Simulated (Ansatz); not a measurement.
Ansatz (a quantum-chemistry and plane-wave program) input:

Ansatz 0.2 input:
```yaml
crystal:
  lattice:
    - [4.07367938, 0.0, 0.0]
    - [-2.03683969, 3.5279098299, 0.0]
    - [0.0, 0.0, 4.9218887915]
  atoms:
    - { symbol: Cu, position: [0.0, 0.0, 0.0] }
    - { symbol: Cu, position: [0.0, 0.0, 0.5] }
    - { symbol: Sn, position: [0.3333333333, 0.6666666667, 0.25] }
    - { symbol: Sn, position: [0.6666666667, 0.3333333333, 0.75] }
kpoints:
  mp_grid: { grid: [12, 12, 8] }
hamiltonian:
  xc: lda
  pseudopotentials: { kind: paw }
scf:
  occupations: { method: fermi_dirac, width: 0.1 }
phonons:
  method: dfpt
  response_accuracy: low
  eigenvectors: true
  rigid_motions: translations
```

Output (shortened):

```
Pseudopotential: Cu, paw, valence charge 19
Pseudopotential: Sn, paw, valence charge 14
Functional definition: SPW92
Crystal: 4 atoms, lattice volume = 70.735 Å³
Basis set: ecut = 420 eV, 1385 PW (Γ), exchange–correlation on 60×60×72 points (8 copies of the dense FFT grid, shifted against one another)
Bands: 40, of which v1, the nominal top of the filled ones, is band 33 counted from 1 (32 counted from 0)
Symmetry: 24 space group operations
k-points: 320 of 1152 (irreducible under 2 space group operations, time reversal used)
SCF iter   1: F=—  HF=-24870.762899 eV  |F-HF|=—  |Δ(HF+E_count)|=         —  Δρ=1.24e-2  dr2=4.73e-2  ethr=1.77e-3  ⟨swp⟩=6.9  Hψ=51551  notcnv=0  defer=70
preconditioner: auto → Kerker (q_TF=auto, 2.697 Å⁻¹)
SCF iter   2: F=—  HF=-24870.749721 eV  |F-HF|=—  |Δ(HF+E_count)|=   1.32e-2  Δρ=3.25e-3  dr2=3.51e-3  ethr=7.17e-5  ⟨swp⟩=2.6  Hψ=25005  notcnv=0  defer=221
SCF iter   3: F=—  HF=-24870.748768 eV  |F-HF|=—  |Δ(HF+E_count)|=   9.53e-4  Δρ=2.01e-3  dr2=1.24e-3  ethr=5.31e-6  ⟨swp⟩=2.6  Hψ=21040  notcnv=0  defer=221
SCF iter   4: F=—  HF=-24870.748440 eV  |F-HF|=—  |Δ(HF+E_count)|=   3.29e-4  Δρ=3.30e-4  dr2=7.97e-5  ethr=1.88e-6  ⟨swp⟩=2.0  Hψ=19116  notcnv=0  defer=221
SCF iter   5: F=—  HF=-24870.748420 eV  |F-HF|=—  |Δ(HF+E_count)|=   1.92e-5  Δρ=1.17e-4  dr2=1.50e-5  ethr=1.21e-7  ⟨swp⟩=2.0  Hψ=13976  notcnv=0  defer=221
SCF iter   6: F=—  HF=-24870.748414 eV  |F-HF|=—  |Δ(HF+E_count)|=   6.46e-6  Δρ=2.72e-5  dr2=7.39e-7  ethr=2.28e-8  ⟨swp⟩=2.0  Hψ=17459  notcnv=0  defer=221
SCF iter   7: F=—  HF=-24870.748417 eV  |F-HF|=—  |Δ(HF+E_count)|=   3.05e-6  Δρ=1.60e-5  dr2=1.79e-7  ethr=1.12e-9  ⟨swp⟩=2.1  Hψ=18082  notcnv=0  defer=221
SCF iter   8: F=—  HF=-24870.748417 eV  |F-HF|=—  |Δ(HF+E_count)|=  4.04e-10  Δρ=3.60e-6  dr2=9.27e-9  ethr=2.71e-10  ⟨swp⟩=1.1  Hψ=12946  notcnv=0  defer=221
SCF iter  11: F=-24870.748417 eV  HF=-24870.748417 eV  |F-HF|=0.00e0  |Δ(HF+E_count)|=  2.18e-11  Δρ=7.99e-8  dr2=6.38e-12  ethr=1.00e-12  ⟨swp⟩=9.4  Hψ=62600  notcnv=0
SCF 1 converged in 11 iterations: F = -24870.748417 eV  dr2 = 6.38e-12
DFPT response loops at Γ: preconditioner auto → Kerker (q_TF=auto, 2.697 Å⁻¹) (partly filled bands, converged f_vac=0.007) …
SCF converged after 11 iterations
Free energy (F): -24870.748417 eV
Harris-Foulkes:  -24870.748417 eV  (|F-HF|=0.00e0)
Internal energy: -24870.706283 eV  (E = F + TS)
E sigma→0 (E₀):  -24870.727350 eV
Entropy (-TS):   -0.042134 eV (-10.534 meV/atom)
Fermi energy:    13.972482 eV
--- Per-component energies (eV) ---
  E_band       = -925.663676
  E_kinetic    = 981.954298
  E_local      = -11423.089844  (includes V_loc(G=0)·N_el)
  E_nonlocal   = 731.854937
  E_hartree    = 5416.156758
  E_xc         = -938.511058
  E_vxc        = -431.570232  (∫ρ·V_xc dr)
  E_paw        = -11178.061453  (= ΣΔE_a)
  E_vpaw       = -1617.126587  (= ΣTr[D̂ρ^β])
  E_aug_tail   = 0.000443  (compensation charges beyond the density's cutoff)
  E_ewald      = -8462.759480
  E_core_change = 1.749117  (= ΣΔE_core)
  E_smearing   = -0.042134  (= −TS)
  E_closure    = 0.000000  (closes the sum)
  Σ components = -24870.748417   (vs F -24870.748417, Δ=0.00e0)
  [band-id]    e_kinetic+e_local+e_nonlocal+2·e_hartree+e_vxc+e_vpaw+e_augmentation_tail = -925.663468   (vs E_band -925.663676, Δ=2.08e-4)
--- Band table (eV; the first three rows and the last of 320) ---
  k-point 0: bands = ["-98.6276", "-98.6195", "-56.4580", "-56.4552", "-56.4552", "-56.4471", "-56.4471", "-56.3689", "-7.4585", "-7.4585", "-7.4209", "-7.3813", "-7.3813", "-7.3743", "-7.3743", "-7.3526", "-7.3247", "-7.3247", "2.4032", "8.1241", "8.5947", …
  k-point 1: bands = ["-98.6273", "-98.6198", "-56.4549", "-56.4549", "-56.4546", "-56.4474", "-56.4474", "-56.3723", "-7.4591", "-7.4591", "-7.4178", "-7.3829", "-7.3829", "-7.3755", "-7.3755", "-7.3547", "-7.3216", "-7.3216", "2.5038", "7.0891", "9.3127", …
  k-point 2: bands = ["-98.6264", "-98.6206", "-56.4540", "-56.4540", "-56.4483", "-56.4483", "-56.4450", "-56.3820", "-7.4582", "-7.4582", "-7.4093", "-7.4016", "-7.4016", "-7.3613", "-7.3613", "-7.3610", "-7.3184", "-7.3184", "2.8050", "5.9168", "9.4711", …
  k-point 319: bands = ["-98.6235", "-98.6235", "-56.4512", "-56.4512", "-56.4512", "-56.4512", "-56.4135", "-56.4135", "-7.4298", "-7.4298", "-7.4092", "-7.4092", "-7.3727", "-7.3727", "-7.3509", "-7.3509", "-7.3365", "-7.3365", "5.8610", "5.8610", "8.7707", …
--- Phonons (Γ-DFPT): 4 representative perturbations + reference, on 320 of 1152 k-points (Σ response iterations 12) ---
  ASR residual: 3.475e-4 → 0.000e0 eV/Å²; symmetrization residual: 1.964e-4 eV/Å²
  ASR residual per site (eV/Å²): 2.85e-4 2.85e-4 3.47e-4 3.47e-4
  Γ frequencies (cm⁻¹): 0.00 0.00 0.00 119.78 119.78 122.08 133.24 133.24 135.50 190.90 190.90 244.44
  non-analytic LO–TO correction: not included (Born effective charges unavailable; polar crystals: no LO–TO splitting at Γ)
```

Cost: very roughly 11 core-minutes on shared cores.

Space group P6_3/mmc (NiAs type). The workflow started from a Materials Project entry (that database holds measured and hypothetical structures alike); the Crystallography Open Database files this formula in space group No. 194, but the cells were not matched. Whether it is the stable phase at ambient conditions was not checked. The cell was relaxed with LDA under the symmetry of its start; its stability against distortions is not shown here. The run is not spin-polarised. As this level gives no gap, phonon frequencies hold no LO–TO term and depend on the k-mesh and smearing (Fermi–Dirac, 0.1 eV here). Spin–orbit coupling is left out wherever it is not named.

Potentials: the later of the program's two PAW sets.

Ansatz is a plane-wave DFT program.
